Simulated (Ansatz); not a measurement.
C:
```
C
1.0
   -2.22439     2.22439     2.22439
    2.22439    -2.22439     2.22439
    2.22439     2.22439    -2.22439
C
8
Direct
  0.50000   0.00000   0.31144
  0.68856   0.50000   0.00000
  0.31144   0.50000   0.00000
  0.00000   0.68856   0.50000
  0.00000   0.31144   0.50000
  0.50000   0.00000   0.68856
  0.18856   0.18856   0.18856
  0.81144   0.81144   0.81144
```

Relaxed with PBEsol. Independent-particle spectrum: no excitons, no local fields, no scissors shift; 0.1 eV broadening; ε₁ of the summed bands alone.

**Question.** Tabulate the dielectric function from PBEsol in the plane-wave PAW code Ansatz.

**Answer.** 

| E (eV) | ε₁ xx | ε₂ xx |
|---|---|---|
| 0.0 | 7.06 | 0.00 |
| 0.3 | 7.07 | 0.00 |
| 0.6 | 7.09 | 0.00 |
| 0.9 | 7.12 | 0.00 |
| 1.2 | 7.17 | 0.00 |
| 1.5 | 7.24 | 0.00 |
| 1.8 | 7.32 | 0.00 |
| 2.1 | 7.43 | 0.00 |
| 2.4 | 7.57 | 0.04 |
| 2.7 | 7.68 | 0.06 |
| 3.0 | 7.83 | 0.07 |
| 3.3 | 8.01 | 0.08 |
| 3.6 | 8.23 | 0.10 |
| 3.9 | 8.48 | 0.13 |
| 4.2 | 8.78 | 0.17 |
| 4.5 | 9.12 | 0.20 |
| 4.8 | 9.53 | 0.24 |
| 5.1 | 10.06 | 0.28 |
| 5.4 | 10.77 | 0.34 |
| 5.7 | 11.89 | 0.56 |
| 6.0 | 12.93 | 1.21 |
| 6.3 | 15.20 | 2.62 |
| 6.6 | 14.75 | 4.75 |
| 6.9 | 15.31 | 6.06 |
| 7.2 | 15.91 | 8.89 |
| 7.5 | 13.80 | 13.30 |
| 7.8 | 11.30 | 12.97 |
| 8.1 | 9.35 | 13.04 |
| 8.4 | 8.77 | 12.66 |
| 8.7 | 9.00 | 13.61 |
| 9.0 | 7.69 | 15.65 |
| 9.3 | 4.99 | 16.31 |
| 9.6 | 3.00 | 17.40 |
| 9.9 | -0.79 | 16.05 |
| 10.2 | -2.12 | 15.06 |
| 10.5 | -3.52 | 12.54 |
| 10.8 | -3.44 | 11.44 |
| 11.1 | -4.07 | 10.13 |
| 11.4 | -4.15 | 9.33 |
| 11.7 | -4.42 | 8.48 |
| 12.0 | -4.70 | 7.29 |

With all bands, ε∞ without local fields is 7.28. DFPT, with local fields, gives 7.09.

Space group Ia-3. The start of the workflow was typed in or built on a structure type; neither database checked (COD, Materials Project) lists it. It is not the phase usual at ambient conditions (space group No. 194, 227). The PBEsol relaxation kept the symmetry of its start; its stability against distortions is not shown here.

Potentials: the earlier of the program's two PAW sets. The files were generated under PBE; for other functionals the program regenerates the frozen cores, and for LDA and PBEsol the local potential too.
